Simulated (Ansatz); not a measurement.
FeO: frozen-core PAW against all-electron methods

```yaml
crystal:
  lattice:
    - [0.00000, 2.15540, 2.15540]
    - [2.15540, 0.00000, 2.15540]
    - [2.15540, 2.15540, 0.00000]
  atoms:
    - { symbol: Fe, position: [0.00000, 0.00000, 0.00000] }
    - { symbol: O, position: [0.50000, 0.50000, 0.50000] }
```

Atoms are numbered in the order listed.

The cell is COD entry 9008636, as deposited and not checked against the literature; nothing was relaxed. It differs from other determinations.

Semilocal functionals without U often leave such compounds metallic or with too small a gap, and the real magnetic order may differ.

Other magnetic orders may lie lower; this is the state that the run reached.

Levels of theory: DFT, PBE, PAW with Ansatz's default frozen-core files, scalar-relativistic (Ansatz 0.2.0); DFT, PBE, all-electron PAW with datasets made for the crystal, scalar-relativistic (Ansatz 0.2.0); DFT, PBE, all-electron LAPW, scalar-relativistic (Ansatz 0.2.0).

For PAW: a Γ-centred 15×15×15 k mesh, Fermi–Dirac smearing of 0.03 eV, cutoff 420 eV, spin-polarised from start moments Fe1 3 μB. The crystal-made all-electron datasets (AE datasets) take a cutoff of 400 eV at this cell. LAPW targets a basis error of 1 meV/atom. The Ansatz runs share mesh, smearing and spin set-up. Plane-wave (PAW) pressures include the program's estimate of the Pulay term.

Stress and pressure are positive in compression.

Levels count from the Fermi level.

```json
{"quantity": "pressure (GPa)", "PAW": "-0.30", "AE datasets": "-0.38", "LAPW": "-0.37"}
{"quantity": "moment of the cell (μB)", "PAW": "4.000", "AE datasets": "4.000", "LAPW": "4.000"}
{"quantity": "highest filled spin-up level at X (eV)", "PAW": "-2.784", "AE datasets": "-2.777", "LAPW": "-2.777"}
{"quantity": "lowest empty spin-up level at X (eV)", "PAW": "5.192", "AE datasets": "5.205", "LAPW": "5.205"}
{"quantity": "highest filled spin-up level at W (eV)", "PAW": "-1.732", "AE datasets": "-1.735", "LAPW": "-1.735"}
{"quantity": "lowest empty spin-up level at W (eV)", "PAW": "7.359", "AE datasets": "7.377", "LAPW": "7.377"}
{"quantity": "highest filled spin-up level at L (eV)", "PAW": "-0.355", "AE datasets": "-0.355", "LAPW": "-0.356"}
{"quantity": "lowest empty spin-up level at L (eV)", "PAW": "3.995", "AE datasets": "3.996", "LAPW": "3.996"}
```

PAW's pressure differs from the LAPW value by +0.08 GPa.
